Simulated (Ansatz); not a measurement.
This TiB4 structure is the end of a relaxation. The cell was found from a structure generator's guess, not taken from experiment.

These are results of DFT PBE, scalar-relativistic, plane waves, PAW (Ansatz 0.2.0), not measurements. Cutoff 420 eV, Γ-centred mesh, Gaussian smearing, no spin polarisation.

```cif
data_structure
_symmetry_space_group_name_H-M 'P 1'
_symmetry_Int_Tables_number 1
_cell_length_a 4.6344
_cell_length_b 4.6344
_cell_length_c 3.0634
_cell_angle_alpha 90.000
_cell_angle_beta 90.000
_cell_angle_gamma 140.751
_cell_volume 41.63
loop_
_atom_site_label
_atom_site_type_symbol
_atom_site_fract_x
_atom_site_fract_y
_atom_site_fract_z
_atom_site_occupancy
Ti1 Ti 0.00000 0.00000 0.00000 1
B1 B 0.59608 0.40392 0.50000 1
B2 B 0.29900 0.70100 0.00000 1
B3 B 0.70100 0.29900 0.00000 1
B4 B 0.40392 0.59608 0.50000 1
```

The zero of energy is the elements' standard structures at the same level; no fitted shifts are applied.

Problem. What space group does it have?

Solution. Cmmm (No. 65). Conventional cell: a = 3.113 Å, b = 8.730 Å, c = 3.063 Å. Around Ti lie 12 B at 2.34–2.35 Å and 2 B at 2.61 Å; around B on its first site lie 1 B at 1.68 Å, 2 B at 1.78 Å and 4 Ti at 2.34 Å; B on its second site has 4 B at 1.78 Å, 2 Ti at 2.35 Å and 1 Ti at 2.61 Å.

Problem. How far does it lie from the elements in energy?

Solution. −0.35 eV/atom. Whether it is stable depends on the other phases of the system, which aren't compared here.

Problem. Is it a metal?

Solution. Yes, bands cross the Fermi level on the 12×12×12 mesh.

The last run used a 12×12×12 mesh for its 5-atom cell and Gaussian smearing of 0.10 eV. This cell was reached by moving the atoms of another relaxed cell at random and relaxing again, last within the group found; it had no such test of its own.
